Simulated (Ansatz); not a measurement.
Sheets of one type (prismatic M2X3-type), r²SCAN+D4 (plane waves, PAW; program Ansatz); HSE06 gaps on those cells.

```tsv
layer	a (Å)	thickness (Å)
V2N3	2.800	4.68
W2N3	___	___
Mo2N3	2.882	5.10
Ta2N3	3.021	5.04
```

Question: Some entries are withheld; supply them.

Answer: 
- W2N3, a (Å): 2.890
- W2N3, thickness (Å): 5.13

Spin orders computed, not proven ground states: Ta2N3, prismatic M2X3-type layer ferromagnetic. Began spin-polarised and lost the moments: V2N3, prismatic M2X3-type layer; W2N3, prismatic M2X3-type layer; Mo2N3, prismatic M2X3-type layer. All cells were relaxed under the symmetry of their starts (and spin orders); stability against distortions was not tested throughout. Scalar-relativistic: spin–orbit coupling is off unless named, which matters more the heavier the elements. Constructed layers (a layer type filled with these elements): V2N3, prismatic M2X3-type layer; W2N3, prismatic M2X3-type layer; Mo2N3, prismatic M2X3-type layer; Ta2N3, prismatic M2X3-type layer.

Potentials: the later of the program's two PAW sets.
